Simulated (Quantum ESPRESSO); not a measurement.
# Al3MgAs3S: one run as intended and one with a planted mistake

A calculation, not a measurement. The program is pw.x of Quantum ESPRESSO 7.5 (plane-wave density functional theory). The cell is made up: 8 atoms on a zincblende/diamond lattice, with randomly drawn elements, strain and displacements, not relaxed. PseudoDojo standard norm-conserving files (v0.5 for PBE, v0.4.1 for LDA and PBEsol) set the functional; there is no spin polarisation, spin-orbit coupling or dispersion term, and the masses in the input are unused placeholders.

Intended input:

```
&control calculation='scf', pseudo_dir='./dojo.nc.sr.pbe.v0_5.standard.upf', outdir='./o', disk_io='medium', tprnfor=.true., tstress=.true. /
&system ibrav=0, nat=8, ntyp=4, nbnd=41, ecutwfc=84.00895049, nosym=.true., tot_charge=0,
 occupations='smearing', smearing='fd', degauss=0.0018374661
/
&electrons conv_thr=7.350e-09, electron_maxstep=60, /
ATOMIC_SPECIES
Al 1.0 Al.upf
As 1.0 As.upf
Mg 1.0 Mg.upf
S 1.0 S.upf
CELL_PARAMETERS angstrom
5.6458 0.0 0.0
0.0 5.6458 0.0
0.0 0.0 5.6458
ATOMIC_POSITIONS angstrom
Al -0.0053 0.1266 -0.1834
Al -0.0728 2.8517 2.894
Al 2.8381 0.1647 2.7944
Mg 2.9267 2.6955 0.1654
As 1.285 1.2459 1.3518
As 1.3875 4.1962 4.1739
S 4.3898 1.45 4.1743
As 4.4225 4.0374 1.5279
K_POINTS automatic
4 4 4 1 1 1
```

The log is shortened where brackets say so; the opening notice, blank lines, dates and the lines on written files are dropped, and the path of the files is cut. It prints rydbergs, bohrs and kilobars, and counts compression as positive stress. Where no state is partly filled, the Fermi energy that it prints is only some level between the filled and the empty states on the mesh, and need not lie in the true gap.

Log of the intended run:

```
     Program PWSCF v.7.5
     Parallel version (MPI & OpenMP), running on       1 processor cores
     Number of MPI processes:                 1
     Threads/MPI process:                     1
     [start-up lines left out]
     bravais-lattice index     =            0
     lattice parameter (alat)  =      10.6690  a.u.
     unit-cell volume          =    1214.4316 (a.u.)^3
     number of atoms/cell      =            8
     number of atomic types    =            4
     number of electrons       =        70.00
     number of Kohn-Sham states=           41
     kinetic-energy cutoff     =      84.0090  Ry
     charge density cutoff     =     336.0358  Ry
     scf convergence threshold =      7.3E-09
     mixing beta               =       0.7000
     number of iterations used =            8  plain     mixing
     Exchange-correlation= PBE
                           (   1   4   3   4   0   0   0)
     [axes and pseudopotential details left out]
   Cartesian axes
     site n.     atom                  positions (alat units)
         1        Al     tau(   1) = (  -0.0009388   0.0224237  -0.0324843  )
         2        Al     tau(   2) = (  -0.0128945   0.5051011   0.5125934  )
         3        Al     tau(   3) = (   0.5026923   0.0291721   0.4949520  )
         4        Mg     tau(   4) = (   0.5183853   0.4774346   0.0292961  )
         5        As     tau(   5) = (   0.2276028   0.2206773   0.2394346  )
         6        As     tau(   6) = (   0.2457579   0.7432428   0.7392929  )
         7        S      tau(   7) = (   0.7775337   0.2568281   0.7393638  )
         8        As     tau(   8) = (   0.7833257   0.7151157   0.2706260  )
     number of k points=    32  Fermi-Dirac smearing, width (Ry)=  0.0018
                       cart. coord. in units 2pi/alat
        k(    1) = (   0.1250000   0.1250000   0.1250000), wk =   0.0625000
        k(    2) = (   0.1250000   0.1250000   0.3750000), wk =   0.0625000
     [further k points left out]
     Dense  grid:   126131 G-vectors     FFT dimensions: (  64,  64,  64)
     Estimated max dynamical RAM per process >     169.95 MB
     Initial potential from superposition of free atoms
     starting charge      69.9911, renormalised to      70.0000
     Starting wfcs are   48 randomized atomic wfcs
     total cpu time spent up to now is       13.4 secs
     per-process dynamical memory:    93.8 Mb
     Self-consistent Calculation
     iteration #  1     ecut=    84.01 Ry     beta= 0.70
     Davidson diagonalization with overlap
     ethr =  1.00E-02,  avg # of iterations =  4.0
     Threshold (ethr) on eigenvalues was too large:
     Diagonalizing with lowered threshold
     Davidson diagonalization with overlap
     ethr =  6.07E-04,  avg # of iterations =  1.8
     total cpu time spent up to now is       68.1 secs
     total energy              =    -791.20929624 Ry
     estimated scf accuracy    <       0.42476638 Ry
     iteration #  2     ecut=    84.01 Ry     beta= 0.70
     Davidson diagonalization with overlap
     ethr =  6.07E-04,  avg # of iterations =  5.9
     total cpu time spent up to now is      103.0 secs
     total energy              =    -791.28797918 Ry
     estimated scf accuracy    <       0.15186323 Ry
     [iterations 3 to 8 left out]
     iteration #  9     ecut=    84.01 Ry     beta= 0.70
     Davidson diagonalization with overlap
     ethr =  6.26E-10,  avg # of iterations =  2.0
     total cpu time spent up to now is      298.2 secs
     total energy              =    -791.32912460 Ry
     estimated scf accuracy    <       0.00000002 Ry
     iteration # 10     ecut=    84.01 Ry     beta= 0.70
     Davidson diagonalization with overlap
     ethr =  2.49E-11,  avg # of iterations =  4.6
     total cpu time spent up to now is      329.6 secs
     End of self-consistent calculation
     [lines on levels left out]
     the Fermi energy is     6.8390 ev
!    total energy              =    -791.32912461 Ry
     estimated scf accuracy    <          6.0E-09 Ry
     smearing contrib. (-TS)   =      -0.00000000 Ry
     internal energy E=F+TS    =    -791.32912461 Ry
     The total energy is F=E-TS. E is the sum of the following terms:
     one-electron contribution =    -528.22379207 Ry
     hartree contribution      =     286.66435857 Ry
     xc contribution           =    -171.39317520 Ry
     ewald contribution        =    -378.37651591 Ry
     convergence has been achieved in  10 iterations
     Forces acting on atoms (cartesian axes, Ry/au):
     atom    1 type  1   force =     0.01131199   -0.10543201    0.02028821
     atom    2 type  1   force =     0.11057584   -0.05177957    0.01682681
     atom    3 type  1   force =     0.00600258   -0.08440018   -0.00688303
     atom    4 type  3   force =    -0.03104539    0.02003435   -0.02759814
     atom    5 type  2   force =     0.00694155    0.05653966    0.04603756
     atom    6 type  2   force =     0.04183844    0.03093169    0.03082034
     atom    7 type  4   force =    -0.06047745   -0.01368442    0.00047746
     atom    8 type  2   force =    -0.08514755    0.14779048   -0.07996922
     Total force =     0.290748     Total SCF correction =     0.000183
     Computing stress (Cartesian axis) and pressure
          total   stress  (Ry/bohr**3)                   (kbar)     P=       51.38
   0.00036763   0.00003578   0.00034584           54.08        5.26       50.88
   0.00003578   0.00024807  -0.00016653            5.26       36.49      -24.50
   0.00034584  -0.00016653   0.00043205           50.88      -24.50       63.56
     init_run     :     12.56s CPU     13.24s WALL (       1 calls)
     electrons    :    300.99s CPU    316.28s WALL (       1 calls)
     forces       :      3.53s CPU      3.56s WALL (       1 calls)
     stress       :     13.24s CPU     13.32s WALL (       1 calls)
     [timing details left out]
     PWSCF        :   5m30.52s CPU   5m46.87s WALL
     JOB DONE.
```

A second run has one planted mistake: the cell and the positions are scaled by a wrong factor. The input lines that differ, file-writing options aside:

```
- 5.6458 0.0 0.0
+ 5.6966 0.0 0.0
- 0.0 5.6458 0.0
+ 0.0 5.6966 0.0
- 0.0 0.0 5.6458
+ 0.0 0.0 5.6966
- Al -0.0053 0.1266 -0.1834
+ Al -0.0053 0.1277 -0.1851
- Al -0.0728 2.8517 2.894
+ Al -0.0735 2.8774 2.92
- Al 2.8381 0.1647 2.7944
+ Al 2.8636 0.1662 2.8195
- Mg 2.9267 2.6955 0.1654
+ Mg 2.953 2.7198 0.1669
- As 1.285 1.2459 1.3518
+ As 1.2966 1.2571 1.364
- As 1.3875 4.1962 4.1739
+ As 1.4 4.234 4.2115
- S 4.3898 1.45 4.1743
+ S 4.4293 1.463 4.2119
- As 4.4225 4.0374 1.5279
+ As 4.4623 4.0737 1.5417
```

Its log:

```
     Program PWSCF v.7.5
     Parallel version (MPI & OpenMP), running on       1 processor cores
     Number of MPI processes:                 1
     Threads/MPI process:                     1
     [start-up lines left out]
     bravais-lattice index     =            0
     lattice parameter (alat)  =      10.7650  a.u.
     unit-cell volume          =    1247.5093 (a.u.)^3
     number of atoms/cell      =            8
     number of atomic types    =            4
     number of electrons       =        70.00
     number of Kohn-Sham states=           41
     kinetic-energy cutoff     =      84.0090  Ry
     charge density cutoff     =     336.0358  Ry
     scf convergence threshold =      7.3E-09
     mixing beta               =       0.7000
     number of iterations used =            8  plain     mixing
     Exchange-correlation= PBE
                           (   1   4   3   4   0   0   0)
     [axes and pseudopotential details left out]
   Cartesian axes
     site n.     atom                  positions (alat units)
         1        Al     tau(   1) = (  -0.0009304   0.0224169  -0.0324931  )
         2        Al     tau(   2) = (  -0.0129024   0.5051083   0.5125865  )
         3        Al     tau(   3) = (   0.5026858   0.0291753   0.4949444  )
         4        Mg     tau(   4) = (   0.5183794   0.4774427   0.0292982  )
         5        As     tau(   5) = (   0.2276095   0.2206755   0.2394411  )
         6        As     tau(   6) = (   0.2457606   0.7432504   0.7393006  )
         7        S      tau(   7) = (   0.7775340   0.2568199   0.7393709  )
         8        As     tau(   8) = (   0.7833269   0.7151108   0.2706351  )
     number of k points=    32  Fermi-Dirac smearing, width (Ry)=  0.0018
                       cart. coord. in units 2pi/alat
        k(    1) = (   0.1250000   0.1250000   0.1250000), wk =   0.0625000
        k(    2) = (   0.1250000   0.1250000   0.3750000), wk =   0.0625000
     [further k points left out]
     Dense  grid:   130003 G-vectors     FFT dimensions: (  64,  64,  64)
     Estimated max dynamical RAM per process >     174.14 MB
     Initial potential from superposition of free atoms
     starting charge      69.9911, renormalised to      70.0000
     Starting wfcs are   48 randomized atomic wfcs
     total cpu time spent up to now is       15.1 secs
     per-process dynamical memory:    95.7 Mb
     Self-consistent Calculation
     iteration #  1     ecut=    84.01 Ry     beta= 0.70
     Davidson diagonalization with overlap
     ethr =  1.00E-02,  avg # of iterations =  4.0
     Threshold (ethr) on eigenvalues was too large:
     Diagonalizing with lowered threshold
     Davidson diagonalization with overlap
     ethr =  6.06E-04,  avg # of iterations =  2.0
     total cpu time spent up to now is       79.7 secs
     total energy              =    -791.21678890 Ry
     estimated scf accuracy    <       0.42384001 Ry
     iteration #  2     ecut=    84.01 Ry     beta= 0.70
     Davidson diagonalization with overlap
     ethr =  6.05E-04,  avg # of iterations =  5.8
     total cpu time spent up to now is      115.4 secs
     total energy              =    -791.29571971 Ry
     estimated scf accuracy    <       0.15929512 Ry
     [iterations 3 to 8 left out]
     iteration #  9     ecut=    84.01 Ry     beta= 0.70
     Davidson diagonalization with overlap
     ethr =  6.54E-10,  avg # of iterations =  2.0
     total cpu time spent up to now is      331.0 secs
     total energy              =    -791.33836862 Ry
     estimated scf accuracy    <       0.00000002 Ry
     iteration # 10     ecut=    84.01 Ry     beta= 0.70
     Davidson diagonalization with overlap
     ethr =  2.81E-11,  avg # of iterations =  4.2
     total cpu time spent up to now is      368.5 secs
     End of self-consistent calculation
     [lines on levels left out]
     the Fermi energy is     6.5428 ev
!    total energy              =    -791.33836863 Ry
     estimated scf accuracy    <          5.9E-09 Ry
     smearing contrib. (-TS)   =      -0.00000000 Ry
     internal energy E=F+TS    =    -791.33836863 Ry
     The total energy is F=E-TS. E is the sum of the following terms:
     one-electron contribution =    -533.73730247 Ry
     hartree contribution      =     288.69209624 Ry
     xc contribution           =    -171.29154825 Ry
     ewald contribution        =    -375.00161415 Ry
     convergence has been achieved in  10 iterations
     Forces acting on atoms (cartesian axes, Ry/au):
     atom    1 type  1   force =     0.01347839   -0.09996249    0.01922200
     atom    2 type  1   force =     0.10393568   -0.04676679    0.01470851
     atom    3 type  1   force =     0.00356478   -0.08240183   -0.00778263
     atom    4 type  3   force =    -0.02976916    0.01965964   -0.02500252
     atom    5 type  2   force =     0.00759199    0.05437217    0.04330549
     atom    6 type  2   force =     0.03739165    0.03044436    0.02912941
     atom    7 type  4   force =    -0.05528581   -0.01349171    0.00055943
     atom    8 type  2   force =    -0.08090751    0.13814665   -0.07413970
     Total force =     0.273751     Total SCF correction =     0.000197
     Computing stress (Cartesian axis) and pressure
          total   stress  (Ry/bohr**3)                   (kbar)     P=       31.33
   0.00023011   0.00003306   0.00030506           33.85        4.86       44.88
   0.00003306   0.00011867  -0.00015145            4.86       17.46      -22.28
   0.00030506  -0.00015145   0.00029014           44.88      -22.28       42.68
     init_run     :     14.10s CPU     15.00s WALL (       1 calls)
     electrons    :    338.89s CPU    354.03s WALL (       1 calls)
     forces       :      3.66s CPU      3.69s WALL (       1 calls)
     stress       :     14.57s CPU     14.65s WALL (       1 calls)
     [timing details left out]
     PWSCF        :   6m11.44s CPU   6m28.29s WALL
     JOB DONE.
```

```
                                            intended run  run with the mistake
                          free energy (eV)    -10766.581            -10766.707
                    smearing term -TS (eV)        0.0000                0.0000
                            pressure (GPa)          5.14                  3.13
            largest force component (eV/Å)         3.800                 3.552
largest change of a force component (eV/Å)                               0.248
                                iterations            10                    10
```

For scale, a rerun of the intended cell at 1437 eV and a 6 x 6 x 6 mesh moved values by no more than 0.007 eV in energy, 0.02 GPa in stress and 0.007 eV/Å in force.